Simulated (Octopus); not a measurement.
CdS (P63mc, No. 186):
```
CELL_PARAMETERS angstrom
      4.16884     0.00000     0.00000
     -2.08442     3.61032     0.00000
      0.00000     0.00000     6.77962
ATOMIC_POSITIONS crystal
  Cd 0.66667 0.33333 0.50022
  Cd 0.33333 0.66667 0.00022
  S  0.66667 0.33333 0.87678
  S  0.33333 0.66667 0.37678
```
The cell is a database entry, not relaxed again.

All numbers are Octopus results at the level LDA (grid spacing about 0.14 Å, Γ-centred 6×6×4 k-mesh, Fermi-Dirac smearing of 0.03 eV, no spin polarisation; Troullier-Martins for S / PseudoDojo for Cd), not measurements. Spin-orbit coupling is left out.

Question: What band gap does LDA give on the standard high-symmetry path?

Answer: 0.92 eV, direct at Γ. A grid finer by a fifth moves the gap between mesh points by under 0.01 eV.
